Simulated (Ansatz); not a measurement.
# Kick test of a cell of TaGeW6

It was reached by relaxing an invented guess, and it needn't be the stable form of this composition.

These are results of DFT PBE, scalar-relativistic, plane waves, PAW (Ansatz), not measurements. Cutoff 420 eV; k points 10×10×4 on the computed 8-atom cell (Γ-centred); Gaussian smearing, width 0.10 eV; no spin polarisation.

The cell below (8 atoms, space group P4mm (No. 99)) is relaxed within its symmetry.

```yaml
crystal:
  lattice:
    - [3.24765, 0.00000, 0.00000]
    - [0.00000, 3.24765, 0.00000]
    - [0.00000, 0.00000, 12.28016]
  atoms:
    - { symbol: Ta, position: [0.00000, 0.00000, 0.00622] }
    - { symbol: Ge, position: [0.50000, 0.50000, 0.13023] }
    - { symbol: W, position: [0.50000, 0.50000, 0.62291] }
    - { symbol: W, position: [0.00000, 0.00000, 0.75133] }
    - { symbol: W, position: [0.00000, 0.00000, 0.24491] }
    - { symbol: W, position: [0.50000, 0.50000, 0.36944] }
    - { symbol: W, position: [0.50000, 0.50000, 0.87746] }
    - { symbol: W, position: [0.00000, 0.00000, 0.49749] }
```

For the test it was strained at random (σ = 1.5 % a component), the atoms were moved at random (σ = 0.15 Å), and all was relaxed again on a coarse 6×6×2 mesh (in the run’s order of axes) with 0.20 eV smearing, with no symmetry imposed.

Spin–orbit coupling, which can matter for Ta and W, is left out.

Question: Is the structure stable against such a distortion?

Answer: It returns, within 1 meV/atom of the unmoved cell on that mesh and with the same symmetry when read at 0.1 Å. No instability shows in this cell; modes of other wave vectors, which need another repeat, aren't tested.
